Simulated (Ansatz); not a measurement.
## BaBiH₃: settings compared (Ansatz)

Input:

```yaml
crystal:
  lattice:
    - [3.0346, 3.03157, 4.282515]
    - [3.0346, -3.03157, 4.282515]
    - [3.077947, 3.03157, -4.282515]
  atoms:
    - { symbol: Ba, position: [0.2506, 0.5085, 0.2579] }
    - { symbol: Ba, position: [0.7494, 0.4915, 0.7421] }
    - { symbol: H, position: [0.2602, 0.0698, 0.8096] }
    - { symbol: H, position: [0.7398, 0.9302, 0.1904] }
    - { symbol: Bi, position: [0.0, 0.0, 0.0] }
    - { symbol: H, position: [0.2165, 0.0063, 0.298] }
    - { symbol: H, position: [0.2917, 0.4855, 0.702] }
    - { symbol: H, position: [0.7835, 0.9937, 0.702] }
    - { symbol: H, position: [0.7083, 0.5145, 0.298] }
    - { symbol: Bi, position: [0.5, 0.0, 0.5] }
  symmetry: { tolerance: 0.0003 }
kpoints:
  mp_grid: { grid: [4, 4, 4], shift: [0, 0, 0] }
magnetization:
  spin_polarized: false
scf:
  occupations: { method: gaussian, width: 0.0339 }
hamiltonian:
  pseudopotentials: { kind: paw }
  xc: pbe
basis:
  ecutwfc: 420
output:
  forces: true
  stress: true
  eigenvalues: true
  write_density: true
  write_potential: true
  elf: true
  volumetric_format: npy
```

The command:

```bash
ansatz run input.yaml --threads 1 --pin off --max-ram 2560MiB --backend cpu --events-out ev --progress --plain --runs-dir out
```

Origin of the cell: a known structure type with other elements, at an estimated volume, so it need not be a known compound.

Output of this run (shortened):

```
Pseudopotentials: kind: paw
Pseudopotential: Ba, paw, valence charge 10, recommended cutoff 420 eV (normal), Ba.paw.azcp
Pseudopotential: H, paw, valence charge 1, recommended cutoff 420 eV (normal), H.paw.azcp
Pseudopotential: Bi, paw, valence charge 15, recommended cutoff 420 eV (normal), Bi.paw.azcp
Functional definition: PBE
  exchange = pbe_x(kappa = kappa, mu = beta*pi^2/3)
  correlation = pbe_c(beta = beta)
Crystal: 10 atoms, lattice volume = 158.715 Å³
Basis set: ecut = 420 eV, 3123 PW (Γ), exchange–correlation on 90×90×90 points (8 copies of the dense FFT grid, shifted against one another)
Bands: 38, of which v1, the nominal top of the filled ones, is band 28 counted from 1 (27 counted from 0)
Symmetry: 4 space group operations
Space group: C2/m (ITA 12), of the structure as read, at distance tolerance 1.6e-3 Å
[… 7 lines left out …]
Initial density: superposition of atomic densities (neutral atoms: chi_scale 0, normalization atom), corrected by the library's trained network
Functional: x = pbe(κ = 0.804, μ = 0.219515), c = pbe(β = 0.066725)
SCF iter   1: F=—  HF=-36785.836043 eV  Δρ=3.82e-3  dr2=4.86e-2  defer=8
SCF iter   2: F=—  HF=-36785.828009 eV  Δρ=2.30e-3  dr2=1.79e-2  defer=74
SCF iter   3: F=—  HF=-36785.824717 eV  Δρ=5.98e-4  dr2=1.27e-3  defer=74
SCF iter   4: F=—  HF=-36785.824612 eV  Δρ=2.27e-4  dr2=1.29e-4  defer=74
SCF iter   5: F=—  HF=-36785.824641 eV  Δρ=5.49e-5  dr2=7.33e-6  defer=74
SCF iter   6: F=—  HF=-36785.824717 eV  Δρ=1.13e-5  dr2=5.60e-7  defer=74
SCF iter   7: F=-36785.824717 eV  HF=-36785.824717 eV  Δρ=4.34e-6  dr2=5.22e-8
SCF 1 converged in 7 iterations: F = -36785.824717 eV  dr2 = 5.22e-8
SCF converged after 7 iterations
Free energy (F): -36785.824717 eV
Harris-Foulkes:  -36785.824717 eV  (|F-HF|=9.13e-9)
Internal energy: -36785.820486 eV  (E = F + TS)
E sigma→0 (E₀):  -36785.822602 eV
Entropy (-TS):   -0.004231 eV (-0.423 meV/atom)
Fermi energy:    10.727817 eV
--- Per-component energies (eV) ---
  E_band       = -263.511075
  E_kinetic    = 1031.508532
  E_local      = -3737.171948  (includes V_loc(G=0)·N_el)
  E_nonlocal   = 1242.795413
  E_hartree    = 1240.916645
  E_xc         = -697.252697
  E_vxc        = -636.095896  (∫ρ·V_xc dr)
  E_paw        = -31780.725038  (= ΣΔE_a)
  E_vpaw       = -646.370405  (= ΣTr[D̂ρ^β])
  E_aug_tail   = -0.007401  (compensation charges beyond the density's cutoff)
  E_ewald      = -4085.883992
  E_smearing   = -0.004231  (= −TS)
  Σ components = -36785.824717   (vs F -36785.824717, Δ=0.00e0)
--- Forces (eV/Å), atoms counted from 1 ---
  atom   1  Ba    -0.061280    -0.000000     0.012782
  atom   2  Ba     0.061280     0.000000    -0.012782
  atom   3  H      0.253572     0.000000    -0.288835
[… 2 lines left out …]
  atom   6  H     -0.127344    -0.195275    -0.309262
  atom   7  H      0.127344    -0.195275     0.309262
  atom   8  H      0.127344     0.195275     0.309262
  atom   9  H     -0.127344     0.195275    -0.309262
  atom  10  Bi     0.000000     0.000000     0.000000
  max |Σ_I F_I| component: 2.78e-17 eV/Å
--- Stress (GPa, compression-positive) ---
        8.539423       0.000000      -0.216331
        0.000000       6.639224      -0.000000
       -0.216331      -0.000000       7.676604
  P = ⅓ Tr σ = 7.6184 GPa (76.184 kbar)
```

The same input was run again with these changes:

1. `scf.occupations.method` gaussian → fermi_dirac; `scf.occupations.width` 0.0339 → 0.2; `scf.n_extra_bands` default → 32
2. `scf.algorithm` default → density_mixing
3. `scf.algorithm` default → density_mixing; `scf.lower_state_search` default → light
4. `basis.ecutrho_ratio` default → 2; `scf.max_iter` default → 80

```json
{"run": "base", "end": "converged", "SCF iterations": "7", "P (GPa)": "7.62", "max force component (eV/Å)": "0.309", "gap on mesh (eV)": "none", "moment (μB)": "–", "ΔE(σ→0) (meV/atom)": "0"}
{"run": "1", "end": "converged", "SCF iterations": "7", "P (GPa)": "7.57", "max force component (eV/Å)": "0.287", "gap on mesh (eV)": "–", "moment (μB)": "–", "ΔE(σ→0) (meV/atom)": "-2.81"}
{"run": "2", "end": "converged", "SCF iterations": "7", "P (GPa)": "7.62", "max force component (eV/Å)": "0.309", "gap on mesh (eV)": "none", "moment (μB)": "–", "ΔE(σ→0) (meV/atom)": "0.00"}
{"run": "3", "end": "converged", "SCF iterations": "7", "P (GPa)": "7.62", "max force component (eV/Å)": "0.309", "gap on mesh (eV)": "none", "moment (μB)": "–", "ΔE(σ→0) (meV/atom)": "0.00"}
{"run": "4", "end": "converged", "SCF iterations": "7", "P (GPa)": "7.63", "max force component (eV/Å)": "0.309", "gap on mesh (eV)": "none", "moment (μB)": "–", "ΔE(σ→0) (meV/atom)": "-0.31"}
```

Energies are compared only where functional, datasets, charge and starting cell are the same.

Caveats of the base run: no spin-orbit coupling, though heavy elements are present; the k mesh is coarse if the cell is a metal.

Run 1: wide smearing.
Run 4: the cutoff lies below the datasets' advice.

The base run took 5.5 s on 1 thread of Intel(R) Xeon(R) 6975P-C (Granite Rapids) (shared host), peak memory 0.53 GiB, from the program's own first density.
